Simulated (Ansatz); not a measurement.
The start is a generated cell, Mg built in the beta-W structure type. The structure is fully relaxed (lattice and positions, P = 0) with r2SCAN (plane waves to 500 eV, PAW, scalar-relativistic; Ansatz, a program for electronic structure). The first steps use a coarse 6×6×6 k-mesh.

The start:
```
CELL_PARAMETERS angstrom
      5.74686     0.00000     0.00000
      0.00000     5.74686     0.00000
      0.00000     0.00000     5.74686
ATOMIC_POSITIONS crystal
  Mg 0.25000 0.00000 0.50000
  Mg 0.75000 0.00000 0.50000
  Mg 0.00000 0.50000 0.25000
  Mg 0.00000 0.50000 0.75000
  Mg 0.50000 0.25000 0.00000
  Mg 0.50000 0.75000 0.00000
  Mg 0.00000 0.00000 0.00000
  Mg 0.50000 0.50000 0.50000
```

Problem. How much energy is released per atom?

Solution. Under 0.01 eV/atom.

Problem. How does the volume per atom move from start to end?

Solution. -2.8 %, from 23.72 to 23.05 Å³/atom.

Problem. What band gap does the relaxed structure have at this level?

Solution. Zero (metallic).

Problem. Give the final cell and atomic positions.

Solution. 
Space group Pm-3n (No. 223); a = b = c = 5.6918 Å, α = β = γ = 90.00°

```json
[
 {"atom": "Mg", "site": "6c", "symmetry": "-4m.2", "x": "0.0000", "y": "0.5000", "z": "0.2500"},
 {"atom": "Mg", "site": "2a", "symmetry": "m-3.", "x": "0.0000", "y": "0.0000", "z": "0.0000"}
]
```

The space group stays Pm-3n (No. 223) (the run could not lower it), with 8 atoms in the primitive cell. Final values are on a 8×8×8 k-mesh of the relaxed cell. No spin polarisation in the result.

The run could not lose the symmetry of its start: the end is stationary, and may be a saddle point rather than a minimum.

All atoms sit on sites fixed by symmetry, so only the cell could relax.

The relaxed structure here is a generated cell of Mg: the first start was made by placing the elements on the sites of a structure type, and the end was not matched to a known phase here, so it may be hypothetical. Known forms of Mg include space group No. 194.
